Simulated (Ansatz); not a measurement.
## Elastic constants of Ta at 18 GPa (stress–strain coefficients): input and output

The calculation used Ansatz, DFT LDA, scalar-relativistic, plane waves, PAW.

Launched with:
```bash
ansatz run input.yaml --threads 1 --pin off --max-ram 3072MiB --backend cpu --events-out ev --progress --plain --runs-dir out
```

Input (bare energies are in eV):
```yaml
crystal:
  lattice:
    - [0.0, 2.0207463999, 2.0207463999]
    - [2.0207463999, 0.0, 2.0207463999]
    - [2.0207463999, 2.0207463999, 0.0]
  atoms:
    - { symbol: Ta, position: [0.0, 0.0, 0.0] }
basis:
  ecutwfc: 420
kpoints:
  mp_grid: { grid: [20, 20, 20] }
hamiltonian:
  xc: lda
scf:
  occupations: { method: fermi_dirac, width: 0.15 }
output:
  forces: true
  stress: true
  eigenvalues: true
elastic:
  mode: relaxed_ion
  amplitude: 0.005
```

From the output:
```
--- Elastic constants: 2 strain directions × 4 members + reference (group order 48) ---
  dense FFT box of the reference and of every strained cell: 20×20×20
  strains applied: 11, 23; error gains: componentwise 1.00 (the most a stress slope's error grows in a printed constant), spectral 1.73 (1 for all six strains in a standard setting)
  C = ∂σ_k/∂η_j (tension-positive GPa; Voigt order 11 22 33 23 13 12):
        84.457    367.784    367.784     -0.000      0.000      0.000
       367.784     84.457    367.784     -0.000     -0.000     -0.000
       367.784    367.784     84.457     -0.000     -0.000     -0.000
        -0.000      0.000      0.000     -0.860     -0.000      0.000
        -0.000     -0.000      0.000     -0.000     -0.860     -0.000
        -0.000      0.000      0.000      0.000      0.000     -0.860
  reference stress σ⁰ (GPa):    -17.983    -17.983    -17.983     -0.000     -0.000     -0.000
  C* (energy form; C + prestress term) asymmetry max|C*_kj − C*_jk| = 1.137e-13 GPa — a small one proves nothing (zero by symmetry where the batch's group is 432, −43m or m−3m); a large one is finite-difference/SCF noise where every solve ...
  moduli (Voigt/Reuss/Hill, GPa): K = 273.34/273.34/273.34   G = -57.18/-1.43/-29.30   E = -91.17   ν = 0.556
  mechanically stable: NO (min eigenvalue of sym C = -283.33 GPa)
  strain η (Voigt 11):  stress-route row diagonal C_11 = 84.46 GPa, energy-path curvature d²(F+E_count+ΔE)/dδ²/Ω₀ = 84.46 GPa
    cells at ±δ against ±2δ: C11 84.66 and 85.26 GPa, apart by 0.16 % of the column's largest entry
         δ    σ_11 (GPa) F (eV) n_scf n_hpsi n_pw
    -1.000e-2     -18.7383       -9682.2785944       7  123425    332   relax 0 steps, max|allowed force component| 0.00e0 eV/Å
    -5.000e-3     -18.3818       -9682.2881561       4  105848    332   relax 0 steps, max|allowed force component| 0.00e0 eV/Å
     5.000e-3     -17.5353       -9682.3066714       4  104119    332   relax 0 steps, max|allowed force component| 0.00e0 eV/Å
     1.000e-2     -17.0331       -9682.3155750       6  111999    342   relax 0 steps, max|allowed force component| 0.00e0 eV/Å
  strain η (Voigt 23):  stress-route row diagonal C_44 = -0.86 GPa, energy-path curvature d²(F+E_count+ΔE)/dδ²/Ω₀ = 8.13 GPa
    cells at ±δ against ±2δ: C44 -0.74 and -0.39 GPa, apart by 40.58 % of the column's largest entry
         δ    σ_23 (GPa) F (eV) n_scf n_hpsi n_pw
    -1.000e-2       0.0040       -9682.2974787       8  261228    332   relax 0 steps, max|allowed force component| 0.00e0 eV/Å
    -5.000e-3       0.0037       -9682.2975123       3  185006    332   relax 0 steps, max|allowed force component| 0.00e0 eV/Å
     5.000e-3      -0.0037       -9682.2975123       3  182702    332   relax 0 steps, max|allowed force component| 0.00e0 eV/Å
     1.000e-2      -0.0039       -9682.2974787       6  202096    332   relax 0 steps, max|allowed force component| 0.00e0 eV/Å
```

Time: 76 s on 1 thread of Intel(R) Xeon(R) Platinum 8375C CPU @ 2.90GHz (Ice Lake) (shared host), peak memory 0.55 GiB.

In a metal, frequencies and elastic constants depend on the k mesh and the smearing, soft modes and shear constants most. Spin–orbit coupling is left out, which can shift energies with elements as heavy as these. Other phases may be more stable at this pressure. The constants from two strain amplitudes disagree, so they are only loosely converged.

As the tensor has a negative eigenvalue, the Reuss and Hill moduli of a polycrystal, and E and ν formed from them, have no physical meaning here.

This fcc form isn't the element's structure at ambient conditions.